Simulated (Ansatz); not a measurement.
Ni3Si (Cu3Au type)

Space group Pm-3m (No. 221); a = b = c = 3.4646 Å, α = β = γ = 90.00°

```csv
atom,site,symmetry,x,y,z
Si,1a,m-3m,0.0000,0.0000,0.0000
Ni,3c,4/mm.m,0.0000,0.5000,0.5000
```

The volume is varied about the relaxed value V₀ at fixed cell shape. Symmetry pins the atoms to their sites.

Level of theory: r2SCAN (plane waves to 500 eV, PAW, scalar-relativistic; Ansatz, a program for electronic structure). k mesh 13×13×13 (Γ-centred), Fermi-Dirac smearing 0.05 eV. The energy includes the smearing's −TS. Compression counts positive. At this level the bands of Ni3Si touch or barely overlap. Ni3Si is run without spin polarisation. Ni3Si was relaxed with its symmetry unable to fall. ΔE is measured from the relaxed starting cell.

Task: Predict the ΔE (eV/atom) and P (GPa) at V/V₀ = 0.904, 1.064, 1.096, 1.128, 1.160.

Result: 
```
V/V₀   ΔE (eV/atom)  P (GPa)
-----  ------------  -------
0.904         0.087     30.8
1.064         0.028    -12.8
1.096         0.060    -17.7
1.128         0.101    -21.7
1.160         0.150    -24.9
```

(Under strain, the slope of the energy per volume gives the stress and its curvature an elastic modulus.)
